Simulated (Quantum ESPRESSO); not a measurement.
AlN (wurtzite, space group P6_3mc, No. 186) has a direct gap of 4.10 eV with PBEsol (Quantum ESPRESSO, PseudoDojo norm-conserving, 84 Ry, scalar-relativistic). After an isotropic strain (on all lattice vectors, atoms relaxed) the gap is direct, 3.85 eV.

Q: Which strain was applied?
A) +2 %
B) -3 %
C) +1 %
D) -1.5 %
E) -0.7 %

A: C, +1 %. Gaps found: -3 %: 4.92 eV (near tie); -1.5 %: 4.50 eV (direct); -0.7 %: 4.29 eV (direct); 0 %: 4.10 eV (direct); 1 %: 3.85 eV (direct); 2 %: 3.60 eV (direct).
